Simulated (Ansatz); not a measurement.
**Bi2Te2Pb5S6, one structure, two calculations**

Cell: a COD entry (perhaps calculated rather than measured) whose atoms were relaxed with PBE, the cell held.

```cif
data_Bi2Te2Pb5S6
_symmetry_space_group_name_H-M 'P-3m1'
_symmetry_Int_Tables_number 164
_cell_length_a 4.2428
_cell_length_b 4.2428
_cell_length_c 27.3112
_cell_angle_alpha 90.000
_cell_angle_beta 90.000
_cell_angle_gamma 120.000
loop_
_atom_site_label
_atom_site_type_symbol
_atom_site_symmetry_multiplicity
_atom_site_Wyckoff_symbol
_atom_site_fract_x
_atom_site_fract_y
_atom_site_fract_z
Bi Bi 2 c 0.0000 0.0000 0.1219
Te Te 2 d 0.3333 0.6667 0.9441
Pb5 Pb 2 d 0.3333 0.6667 0.7513
Pb7 Pb 2 d 0.3333 0.6667 0.3744
Pb9 Pb 1 b 0.0000 0.0000 0.5000
S10 S 2 d 0.3333 0.6667 0.1863
S12 S 2 c 0.0000 0.0000 0.3117
S14 S 2 d 0.3333 0.6667 0.5628
```

One atom of each set is listed.

First run. Level of theory: DFT, PBE, plane waves and PAW, scalar-relativistic, 420 eV cutoff, Γ-centred 8×8×1 k-points, Fermi–Dirac smearing 0.02 eV (Ansatz 0.2.0).

```json
{"site": "Bi", "V_zz (10²¹ V/m²)": "-0.54", "η": "0.00"}
{"site": "Te", "V_zz (10²¹ V/m²)": "1.63", "η": "0.00"}
{"site": "Pb5", "V_zz (10²¹ V/m²)": "0.34", "η": "0.00"}
{"site": "Pb7", "V_zz (10²¹ V/m²)": "0.23", "η": "0.00"}
{"site": "Pb9", "V_zz (10²¹ V/m²)": "0.22", "η": "0.00"}
{"site": "S10", "V_zz (10²¹ V/m²)": "0.31", "η": "0.00"}
{"site": "S12", "V_zz (10²¹ V/m²)": "-0.15", "η": "0.00"}
{"site": "S14", "V_zz (10²¹ V/m²)": "-0.17", "η": "0.00"}
```

Second run. The same atoms and settings, except that spin–orbit coupling is included (fully relativistic PAW files).

Problem. What does the second run give?

Solution. 

| site | V_zz | η | change of V_zz |
| --- | --- | --- | --- |
| Bi | -0.77 | 0.00 | -0.23 |
| Te | 3.06 | 0.00 | +1.43 |
| Pb5 | 0.20 | 0.00 | -0.14 |
| Pb7 | 0.017 | 0.00 | -0.21 |
| Pb9 | 0.034 | 0.00 | -0.18 |
| S10 | 0.51 | 0.00 | +0.20 |
| S12 | -0.024 | 0.00 | +0.12 |
| S14 | -0.087 | 0.00 | +0.08 |

The largest change of V_zz is on Te, from 1.63 to 3.06. In per cent, |V_zz| changes by +42 on Bi, +87 on Te (all sites that start above 0.5).

For the first run: With a gap of 0.8 eV on this mesh, small gradients can still move by 0.1 × 10²¹ V/m² or more as the k-mesh gets denser.
For the second run: With a gap of 0.4 eV on this mesh, small gradients can still move by 0.1 × 10²¹ V/m² or more as the k-mesh gets denser.
